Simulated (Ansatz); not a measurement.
Ansatz input file:

```yaml
crystal:
  lattice:
    - [-2.2977532271, 2.2977532271, 5.1667389668]
    - [2.2977532271, -2.2977532271, 5.1667389668]
    - [2.2977532271, 2.2977532271, -5.1667389668]
  atoms:
    - { symbol: "Y", position: [0.75, 0.25, 0.5] }
    - { symbol: "Y", position: [0.25, 0.75, 0.5] }
    - { symbol: "Y", position: [0.5, 0.5, 0.0] }
    - { symbol: Ge, position: [0.0, 0.0, 0.0] }
basis:
  ecutwfc: 420
kpoints:
  mp_grid: { grid: [14, 14, 14] }
hamiltonian:
  xc: pbesol
scf:
  occupations: { method: gaussian, width: 0.1 }
output:
  forces: true
  stress: true
  eigenvalues: true
```

Run as
```bash
ansatz run input.yaml --threads 1 --pin off --max-ram 1331MiB --backend cpu --events-out ev --progress --plain --runs-dir out
```

Level of theory: DFT PBEsol, scalar-relativistic, plane waves, PAW (Ansatz).

Abridged output:

```
Pseudopotentials: kind: paw
Pseudopotential: Y, paw, valence charge 11, recommended cutoff 420 eV (normal)
Pseudopotential: Ge, paw, valence charge 14, recommended cutoff 420 eV (normal)
Functional definition: PBEsol
Crystal: 4 atoms, lattice volume = 109.115 Å³
Basis set: ecut = 420 eV, 2153 PW (Γ), exchange–correlation on 90×90×90 points (8 copies of the dense FFT grid, shifted against one another)
Bands: 29, of which v1, the nominal top of the filled ones, is band 24 counted from 1 (23 counted from 0)
Symmetry: 16 space group operations
Space group: I4/mmm (ITA 139), of the structure as read, at distance tolerance 4.8e-5 Å
k-points: 244 of 2744
Initial density: superposition of atomic densities (neutral atoms: chi_scale 0, normalization atom), corrected by the library's trained network
Initial wavefunctions: pseudopotential atomic-orbital guess
Functional: x = pbesol(κ = 0.804, μ = 0.12345679), c = pbesol(β = 0.046)
SCF iter   1: F=—  HF=-15639.983153 eV  |F-HF|=—  |Δ(HF+E_count)|=         —  Δρ=2.95e-3  dr2=1.20e-2  ethr=1.77e-3  ⟨swp⟩=5.0  Hψ=27225  notcnv=0
SCF iter   2: F=—  HF=-15639.979666 eV  |F-HF|=—  |Δ(HF+E_count)|=   3.49e-3  Δρ=1.60e-3  dr2=3.16e-3  ethr=2.56e-5  ⟨swp⟩=2.1  Hψ=13037  notcnv=0
SCF iter   3: F=—  HF=-15639.979437 eV  |F-HF|=—  |Δ(HF+E_count)|=   2.29e-4  Δρ=5.49e-4  dr2=4.04e-4  ethr=6.73e-6  ⟨swp⟩=2.4  Hψ=10110  notcnv=0
SCF iter   4: F=—  HF=-15639.979375 eV  |F-HF|=—  |Δ(HF+E_count)|=   6.12e-5  Δρ=1.16e-4  dr2=1.54e-5  ethr=8.59e-7  ⟨swp⟩=2.0  Hψ=11904  notcnv=0
SCF iter   5: F=—  HF=-15639.979458 eV  |F-HF|=—  |Δ(HF+E_count)|=   8.21e-5  Δρ=2.49e-5  dr2=4.81e-7  ethr=3.27e-8  ⟨swp⟩=2.0  Hψ=12048  notcnv=0
SCF iter   6: F=-15639.979457 eV  HF=-15639.979457 eV  |F-HF|=1.93e-8  |Δ(HF+E_count)|=   2.78e-7  Δρ=8.33e-6  dr2=8.05e-8  ethr=2.13e-10  ⟨swp⟩=6.0  Hψ=25786  notcnv=0
SCF 1 converged in 6 iterations: F = -15639.979457 eV  dr2 = 8.05e-8
SCF converged after 6 iterations
Free energy (F): -15639.979457 eV
Harris-Foulkes:  -15639.979457 eV  (|F-HF|=1.93e-8)
Internal energy: -15639.957843 eV  (E = F + TS)
E sigma→0 (E₀):  -15639.968650 eV
Entropy (-TS):   -0.021614 eV (-5.403 meV/atom)
Fermi energy:    10.334497 eV
--- Per-component energies (eV) ---
  E_band       = -447.478884
  E_kinetic    = 1026.416616
  E_local      = -4120.949730  (includes V_loc(G=0)·N_el)
  E_nonlocal   = 574.757526
  E_hartree    = 1604.332708
  E_xc         = -589.896711
  E_vxc        = -659.054495  (∫ρ·V_xc dr)
  E_paw        = -10299.544204  (= ΣΔE_a)
  E_vpaw       = -477.306403  (= ΣTr[D̂ρ^β])
  E_aug_tail   = 0.000322  (compensation charges beyond the density's cutoff)
  E_ewald      = -3836.438624
  E_core_change = 1.364255  (= ΣΔE_core)
  E_smearing   = -0.021614  (= −TS)
--- Forces (eV/Å), atoms counted from 1 ---
  atom   1  Y      0.00000000     0.00000000     0.00000000
  atom   2  Y      0.00000000     0.00000000     0.00000000
  atom   3  Y      0.00000000     0.00000000     0.00000000
  atom   4  Ge     0.00000000     0.00000000     0.00000000
--- Stress (GPa, compression-positive) ---
       -4.318695       0.000000       0.000000
        0.000000      -4.318695       0.000000
        0.000000       0.000000      -3.007758
  P = ⅓ Tr σ = -3.8817 GPa (-38.817 kbar)
--- Band table (eV; the first three rows and the last of 244) ---
  k-point 0: bands = ["-32.2327", "-32.1308", "-32.0547", "-13.6445", "-13.6390", "-13.6390", "-13.6236", "-13.6173", "-12.5413", "-12.4900", "-12.4900", "-12.2501", "-12.2501", "-12.1207", "-11.9195", "-11.8426", "-11.8426", "1.8710", "7.6459", "8.1760", "9.1456", "9.1456", "9.8488", "10.3228", "10.5304", "10.9251", "11.5185", "11.5185", "13.0160"]
  k-point 1: bands = ["-32.2293", "-32.1307", "-32.0582", "-13.6447", "-13.6391", "-13.6388", "-13.6243", "-13.6172", "-12.5500", "-12.4793", "-12.4573", "-12.2684", "-12.2510", "-12.1069", "-11.9223", "-11.8810", "-11.8398", "1.9271", "7.6868", "8.2209", "8.8368", "9.0943", "9.9495", "10.2897", "10.6549", "11.2355", "11.3361", "11.5447", "12.8607"]
  k-point 2: bands = ["-32.2198", "-32.1302", "-32.0680", "-13.6453", "-13.6395", "-13.6385", "-13.6257", "-13.6169", "-12.5729", "-12.4495", "-12.3648", "-12.3087", "-12.2551", "-12.0792", "-11.9864", "-11.9312", "-11.8324", "2.0798", "7.6071", "8.3355", "8.5848", "8.9842", "10.1367", "10.2493", "10.9035", "10.9846", "11.5457", "11.7499", "12.5582"]
  k-point 243: bands = ["-32.1963", "-32.1677", "-32.0549", "-13.6448", "-13.6376", "-13.6376", "-13.6236", "-13.6159", "-12.5564", "-12.5564", "-12.3064", "-12.1776", "-12.1656", "-12.1656", "-12.1164", "-11.8591", "-11.8591", "2.2640", "6.4185", "8.3192", "9.4188", "9.7853", "9.7853", "10.1218", "10.1844", "10.1844", "10.8082", "12.3507", "12.8082"]
```

Self-consistency was reached.